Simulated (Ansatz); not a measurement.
One crystal and one scan (frozen-phonon scan) at two levels, PBE (plane waves to 420 eV, PAW, scalar-relativistic; Ansatz, a first-principles code) and r2SCAN (plane waves to 500 eV, PAW, scalar-relativistic; Ansatz), each from its own relaxed cell and on its own mesh.

The crystal is Ta (bcc, W type); a phonon pattern at N = (0.5, 0.0, 0.0) is frozen into a 2-atom cell, Q being the largest atomic displacement.

Spin-orbit coupling is left out, though Ta is heavy. Ta is run without spin polarisation. Ta was relaxed with its symmetry unable to fall. The PAW data are Ansatz's earlier set. With partly filled bands, energies and forces of such displacements shift with the k mesh and the smearing. Both scans cover Q from -0.100 to 0.100 Å.

| quantity | run 1 | run 2 |
|---|---|---|
| Lattice constant a (Å) | 3.320 | 3.305 |
| Energy at Q = 0.100 Å (meV/cell) | 132 | 143 |
| Harmonic wavenumber from the curvature (finite differences) (cm⁻¹ (negative: imaginary)) | 146 | 152 |

### Question
Which run is which level?

### Answer
Run 1 is PBE, run 2 is r2SCAN. PBE gives the higher value for: lattice constant a. PBE gives the lower value for: energy at Q = 0.100 Å; harmonic wavenumber from the curvature. Both give the same space group of the distorted cell: Cmcm (No. 63), lowered from Im-3m.

(For displaced atoms, the force is minus the slope of the energy, and its curvature is a force constant, which sets phonon frequencies.)
